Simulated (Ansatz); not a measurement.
**Magnetic states of cobalt, diamond**

All numbers below come from Ansatz, DFT, r2SCAN, plane waves (500 eV) with PAW, scalar-relativistic. The PAW files were generated under PBE, with cores re-solved for the functional.

Each start was relaxed and then solved on a dense mesh, with Fermi-Dirac smearing of 0.05 eV (0.1 eV in a metal without spin) extrapolated to zero. Rows within 2 meV/atom of each other tie.

Problem. Where does each start end, and how do the energies compare? Starts: ferromagnetic; non-magnetic; antiferromagnetic.

Solution. 
| start | ends | ΔE (meV/atom) | V (Å³/atom) |
| --- | --- | --- | --- |
| antiferromagnetic | ferromagnetic, net 1.84 μB per atom | 0.0 | 15.95 |
| ferromagnetic | ferromagnetic, net 1.84 μB per atom | 0.0 | 15.95 |
| non-magnetic | spin not included | 336.6 | 14.29 |
